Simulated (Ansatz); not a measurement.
Elastic constants of HgPt at 8 GPa (stress–strain coefficients): input and output

All numbers below come from DFT PBEsol, scalar-relativistic, plane waves, PAW (Ansatz).

Launched with:
```bash
ansatz run input.yaml --threads 1 --pin off --max-ram 3072MiB --backend cpu --events-out ev --progress --plain --runs-dir out
```

Input (bare energies are in eV):
```yaml
crystal:
  lattice:
    - [2.9293905283, 0.0, 0.0]
    - [0.0, 2.9293905283, 0.0]
    - [0.0, 0.0, 3.8426007965]
  atoms:
    - { symbol: Hg, position: [0.0, 0.0, 0.0] }
    - { symbol: Pt, position: [0.5, 0.5, 0.5] }
basis:
  ecutwfc: 420
kpoints:
  mp_grid: { grid: [14, 14, 12] }
hamiltonian:
  xc: pbesol
scf:
  occupations: { method: fermi_dirac, width: 0.15 }
output:
  forces: true
  stress: true
  eigenvalues: true
elastic:
  mode: relaxed_ion
  amplitude: 0.005
```

From the output:
```
--- Elastic constants: 4 strain directions × 4 members + reference (group order 16) ---
  dense FFT box of the reference and of every strained cell: 20×20×27
  strains applied: 11, 33, 23, 12; error gains: componentwise 1.00 (the most a stress slope's error grows in a printed constant), spectral 1.41 (1 for all six strains in a standard setting)
  C = ∂σ_k/∂η_j (tension-positive GPa; Voigt order 11 22 33 23 13 12):
       304.896    155.964    200.871      0.000      0.000     -0.000
       155.964    304.896    200.871      0.000      0.000     -0.000
       200.870    200.870    264.535      0.000      0.000     -0.000
         0.000      0.000      0.000     62.987      0.000      0.000
         0.000      0.000      0.000      0.000     62.987      0.000
        -0.000     -0.000      0.000      0.000      0.000     35.063
  reference stress σ⁰ (GPa):     -8.016     -8.016     -7.997     -0.000     -0.000     -0.000
  C* (energy form; C + prestress term) asymmetry max|C*_kj − C*_jk| = 1.828e-2 GPa — a small one proves nothing (zero by symmetry where the batch's group is 432, −43m or m−3m); a large one is finite-difference/SCF noise where every solve ...
  moduli (Voigt/Reuss/Hill, GPa): K = 221.08/221.06/221.07   G = 53.32/47.22/50.27   E = 140.18   ν = 0.394
  mechanically stable: yes (min eigenvalue of sym C = 35.06 GPa)
  strain η (Voigt 11):  stress-route row diagonal C_11 = 304.90 GPa, energy-path curvature d²(F+E_count+ΔE)/dδ²/Ω₀ = 304.92 GPa
    cells at ±δ against ±2δ: C11 305.03 and 305.43 GPa, apart by 0.13 % of the column's largest entry
         δ    σ_11 (GPa) F (eV) n_scf n_hpsi n_pw
    -1.000e-2     -11.2289      -26051.8653385      10  219297    660   relax 0 steps, max|allowed force component| 4.89e-29 eV/Å
    -5.000e-3      -9.5809      -26051.8760371       4  144645    676   relax 0 steps, max|allowed force component| 2.24e-28 eV/Å
     5.000e-3      -6.5306      -26051.8925616       4  143555    676   relax 0 steps, max|allowed force component| 1.76e-28 eV/Å
     1.000e-2      -5.1203      -26051.8985537       8  170057    676   relax 0 steps, max|allowed force component| 2.23e-28 eV/Å
  strain η (Voigt 33):  stress-route row diagonal C_33 = 264.54 GPa, energy-path curvature d²(F+E_count+ΔE)/dδ²/Ω₀ = 264.50 GPa
    cells at ±δ against ±2δ: C13 200.90 and 201.01 GPa, apart by 0.04 % of the column's largest entry
         δ    σ_33 (GPa) F (eV) n_scf n_hpsi n_pw
    -1.000e-2     -10.7211      -26051.8658508      10  121050    660   relax 0 steps, max|allowed force component| 5.05e-29 eV/Å
    -5.000e-3      -9.3393      -26051.8761711       4   80900    676   relax 0 steps, max|allowed force component| 1.58e-30 eV/Å
     5.000e-3      -6.6937      -26051.8926431       4   80891    676   relax 0 steps, max|allowed force component| 1.26e-29 eV/Å
     1.000e-2      -5.4286      -26051.8988749       8   97847    676   relax 0 steps, max|allowed force component| 4.73e-29 eV/Å
  strain η (Voigt 23):  stress-route row diagonal C_44 = 62.99 GPa, energy-path curvature d²(F+E_count+ΔE)/dδ²/Ω₀ = 67.00 GPa
    cells at ±δ against ±2δ: C44 62.99 and 63.00 GPa, apart by 0.01 % of the column's largest entry
         δ    σ_23 (GPa) F (eV) n_scf n_hpsi n_pw
    -1.000e-2      -0.6300      -26051.8843965       8  281495    672   relax 0 steps, max|allowed force component| 2.55e-29 eV/Å
    -5.000e-3      -0.3149      -26051.8849126       3  216753    676   relax 0 steps, max|allowed force component| 0.00e0 eV/Å
     5.000e-3       0.3149      -26051.8849126       3  214046    676   relax 0 steps, max|allowed force component| 0.00e0 eV/Å
     1.000e-2       0.6300      -26051.8843965       7  246064    672   relax 0 steps, max|allowed force component| 2.45e-29 eV/Å
  strain η (Voigt 12):  stress-route row diagonal C_66 = 35.06 GPa, energy-path curvature d²(F+E_count+ΔE)/dδ²/Ω₀ = 39.09 GPa
    cells at ±δ against ±2δ: C66 35.07 and 35.08 GPa, apart by 0.03 % of the column's largest entry
         δ    σ_12 (GPa) F (eV) n_scf n_hpsi n_pw
    -1.000e-2      -0.3508      -26051.8846841       8  167703    676   relax 0 steps, max|allowed force component| 2.60e-28 eV/Å
    -5.000e-3      -0.1753      -26051.8849845       3  120547    676   relax 0 steps, max|allowed force component| 1.26e-28 eV/Å
     5.000e-3       0.1753      -26051.8849845       3  119403    676   relax 0 steps, max|allowed force component| 4.73e-30 eV/Å
     1.000e-2       0.3508      -26051.8846841       7  144529    676   relax 0 steps, max|allowed force component| 2.59e-28 eV/Å
```

The run took 3.3 min on 1 thread of Arm Neoverse V2, with other jobs on the host, peak memory 0.7 GiB.

In a metal, frequencies and elastic constants depend on the k mesh and the smearing, soft modes and shear constants most. Spin–orbit coupling is left out, which can shift energies with elements as heavy as these. Other phases may be more stable at this pressure.